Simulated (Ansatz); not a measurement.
**Zone-centre modes in Ta$_{3}$Ru**

Level of theory: DFT PBEsol, scalar-relativistic, plane waves, PAW in Ansatz. Cutoff 420 eV, Γ-centred 18×18×6 k-points, Gaussian smearing of 0.15 eV. Spin–orbit coupling is left out, which can shift energies with elements as heavy as these. No spin polarisation.

Reference structure (relaxed at this level; it needn't be the usual structure):

```
CELL_PARAMETERS angstrom
1.63462 -2.31805 0.00000
1.63462 2.31805 0.00000
0.00000 0.00000 8.74577
ATOMIC_POSITIONS crystal
Ta 0.50000 0.50000 0.76355
Ta 0.00000 0.00000 0.50000
Ta 0.50000 0.50000 0.23645
Ru 0.00000 0.00000 0.00000
```

Harmonic modes by finite displacements of 0.02 Å, without the LO–TO term.

(1) At this geometry, is the structure stable against these modes?

(2) List the wavenumbers in cm⁻¹.

## Answers

(1) Yes: no mode is imaginary beyond 10 cm⁻¹, and only the three translations lie near zero.

(2) 0, 0, 0, 78, 82, 97, 108, 144, 146, 149, 163, 201.